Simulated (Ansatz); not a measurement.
**Convergence of H with the plane-wave cutoff**

The calculation used Ansatz, DFT PBEsol, scalar-relativistic, plane waves, PAW.

```xyz
4
Lattice="2.6106 -2.5490 0.0171 2.5612 2.4985 0.0231 0.0317 0.0048 4.1122" Properties=species:S:1:pos:R:3 pbc="T T T"
H     2.5602   -2.4315    0.2489
H     2.6638    0.2736    1.6709
H     2.5524   -0.2592    2.0451
H     2.6363    2.1444    3.7722
```

The Γ-centred k-mesh is 6×6×6. The occupation rule is Gaussian smearing, 0.02 eV and the spin treatment is unpolarised. The valence charge of the PAW sets is H 1.

The atoms stay fixed while the plane-wave cutoff is varied. ΔE is the energy extrapolated to zero smearing, less that of the reference run (600 eV). The cell was strained and its atoms displaced at random, so that forces don't vanish. Pressure is positive in compression and holds a correction for the finite cutoff (Pulay stress).

(1) One run gave ΔE = 56.7 meV/atom and P = 2.87 GPa. Which plane-wave cutoff did it use, of 200, 250, 300, 350, 420?

## Answers

(1) 250 eV. All runs:

```
cutoff (eV)  ΔE (meV/atom) P (GPa) largest change of a force component (eV/Å) gap on mesh (eV) plane waves at Γ
        200            133     3.00                                       0.257             8.981               347
        250           56.7     2.87                                       0.065             8.998               493
        300           23.3     2.83                                       0.022             9.011               631
        350           8.97     2.82                                       0.011             9.019               811
        420           2.03     2.82                                       0.005             9.023              1039
        600           0.00     2.81                                       0.000             9.022              1777
```